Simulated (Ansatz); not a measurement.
AlCuGeSe4 in space group I-4 (No. 82; Al on 2c, Cu on 2a, Ge on 2b, Se on 8g), DFT-PBEsol in the program Ansatz with PAW potentials. The conduction-band minimum lies at M, with 1 equivalent valley. Second derivatives d²E/dk² of the lowest band at one valley (eV·Å²), along Cartesian directions:

```tsv
direction	d²E/dk²
[100]	11.52
[010]	11.52
[001]	20.98
[110]	11.52
[101]	16.23
[011]	16.23
```

**Question.** Find the principal effective masses, the density-of-states mass and the conductivity mass.

**Answer.** Off-diagonal terms follow from H_xy = H[110] − (H_xx + H_yy)/2, and m*/mₑ = 7.620 eV·Å² over each eigenvalue: 0.36, 0.66, 0.66. One valley's DOS mass (m₁m₂m₃)^(1/3) = 0.54, conductivity mass 3/(Σ 1/mᵢ) = 0.52 mₑ.

**Question.** What effective density of states Nc follows at 300 K for parabolic valleys?

**Answer.** Nc = 2.509e19 × 1 × (0.54)^(3/2) ≈ 1.0e19 cm⁻³.

The workflow started from a Materials Project entry (that database holds measured and hypothetical structures alike); the Crystallography Open Database copy checked does not list it. Its standing as an ambient phase is unchecked. The cell was relaxed with PBEsol under the symmetry of its start; its stability against distortions is not shown here. The run is not spin-polarised. Spin–orbit coupling is left out wherever it is not named.

Potentials: the later of the program's two PAW sets.

Edges and masses are those of Kohn–Sham bands, whose gap is no quasiparticle gap.
